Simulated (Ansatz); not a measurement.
Computed properties of Ge₃C₃N₈ (β-Si3N4 sites, P-6)

All numbers come from the plane-wave code Ansatz. Simulation only: non-magnetic, and no claim that this is the phase found in nature.

Structure: Ge₃C₃N₈ on the sites of β-Si3N4 (relaxed group P-6), at its r2SCAN minimum. Space group P-6 (No. 174), hexagonal; conventional cell a = 7.213 Å, c = 2.767 Å, 8.91 Å³ an atom. Ge is surrounded by 4 N at 1.78–1.88 Å; C is surrounded by 4 N at 1.41–1.63 Å; N is surrounded by 3 Ge at 1.80 Å; N is surrounded by 3 C at 1.47 Å; N is surrounded by 2 C at 1.63 Å and 1 Ge at 1.88 Å; N is surrounded by 1 C at 1.41 Å and 2 Ge at 1.78 Å.

```
CELL_PARAMETERS angstrom
7.21271 0.00000 0.00000
-3.60636 6.24639 0.00000
0.00000 0.00000 2.76730
ATOMIC_POSITIONS crystal
Ge 0.22937 0.84738 0.50000
C 0.43403 0.24792 0.00000
C 0.81389 0.56597 0.00000
Ge 0.15262 0.38199 0.50000
Ge 0.61801 0.77063 0.50000
C 0.75208 0.18611 0.00000
N 0.33333 0.66667 0.50000
N 0.66667 0.33333 0.00000
N 0.94882 0.61355 0.50000
N 0.29322 0.02471 0.00000
N 0.73148 0.70678 0.00000
N 0.38645 0.33526 0.50000
N 0.97529 0.26852 0.00000
N 0.66474 0.05118 0.50000
```

Band edges at fixed r2SCAN geometry:

| level | k mesh | gap (eV) | kind | edges | least direct gap (eV) |
| --- | --- | --- | --- | --- | --- |
| PBE | 6×6×10 | 1.84 | indirect | K → Γ | 1.88 |
| PBE+SOC | 6×6×10 | 1.84 | indirect | K → Γ | 1.88 |
| r2SCAN | 6×6×10 | 2.16 | indirect | K → Γ | 2.20 |
| HSE06 | 3×3×6 | 3.26 | indirect | K → Γ | 3.30 |
| PBE0 | 3×3×6 | 4.02 | indirect | K → Γ | 4.06 |

PBE: smearing of 0.02 eV; the others have fixed occupations.
Wave cutoffs: 420 eV, 500 eV (r2SCAN).

The HSE06 gap is indirect, 3.26 eV (K to Γ), below the direct gap of 3.30 eV at Γ. Spin-orbit coupling changes the PBE gap by 0.000 eV, to 1.84 eV.

r2SCAN covers 23 % of the step from PBE to HSE06. Spin-orbit coupling moves the least or the direct gap by up to 0.01 eV, so it can be left out where a tenth of an eV counts. Direct and least gap lie within 0.04 eV at some levels, so the kind of gap isn't settled.

Only the levels marked +SOC include spin-orbit coupling.

The meshes of the hybrids are coarse, so their gaps aren't converged to the digits shown.
